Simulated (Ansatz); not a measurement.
Q: Name crystals whose computed values (PBE in the plane-wave PAW code Ansatz) fall in these windows: B₀ by P(V) fit (GPa) 14 to 19; electron conductivity mass (mₑ) 0.87 to 1.0.

A: 

```json
[
 {"crystal": "SnTeO3, R3c (Sn on 6a, Te on 6a, O on 18b)", "B₀ by P(V) fit (GPa)": "17.2", "electron conductivity mass (mₑ)": "0.96"}
]
```
Others may fit too.

Typed or built starts, not in the databases checked: SnTeO3, R3c (Sn on 6a, Te on 6a, O on 18b). The cell was relaxed under the symmetry of its start. Scalar-relativistic: spin–orbit coupling is off unless named, which matters more the heavier the elements.

Potentials: the later of the program's two PAW sets.
